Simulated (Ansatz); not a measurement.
Space group Pmmm (No. 47). a = 4.313 Å, b = 6.102 Å, c = 8.630 Å, α = 90.00°, β = 90.00°, γ = 90.00°
| atom | site | symmetry | x | y | z |
| --- | --- | --- | --- | --- | --- |
| Sn | 2q | mm2 | 0.0000 | 0.0000 | 0.7489 |
| Sn | 1h | mmm | 0.5000 | 0.5000 | 0.5000 |
| Pb | 1f | mmm | 0.5000 | 0.5000 | 0.0000 |
| Se | 2r | mm2 | 0.0000 | 0.5000 | 0.7438 |
| Se | 1b | mmm | 0.5000 | 0.0000 | 0.0000 |
| Se | 1d | mmm | 0.5000 | 0.0000 | 0.5000 |

Equation of state of this Sn3PbSe4 structure (not necessarily the ground state), with shape and atoms relaxed at each volume where symmetry leaves them free. Level of theory: Ansatz, DFT PBE, scalar-relativistic, plane waves, PAW.

Settings: cutoff 420 eV, Γ-centred mesh 8×6×4 on the computed 8-atom cell, Gaussian smearing of 0.01 eV; no spin polarisation.

```csv
V (Å³/atom),E − E(largest V) (meV/atom),P (GPa),gap on mesh (eV)
24.982,40.76,8.06,0.25
25.834,4.82,5.53,0.31
26.685,-18.72,3.38,0.35
27.537,-31.68,1.55,0.22
28.389,-35.65,-0.01,0.10
29.240,-31.95,-1.33,0.00
30.092,-21.89,-2.43,0.02
31.227,0.00,-3.70,0.02
```

Task: Fit a third-order Birch–Murnaghan equation, E = E0 + (9V0B0/16)·[(x − 1)³B0' + (x − 1)²(6 − 4x)] with x = (V0/V)^(2/3), to E(V).

Result: V0 = 28.38 Å³/atom, B0 = 48 GPa, B0' = 4.4.

Spin-orbit coupling is left out, which matters for the bands of heavy elements.

The cell was found from a structure generator's guess, not taken from experiment.
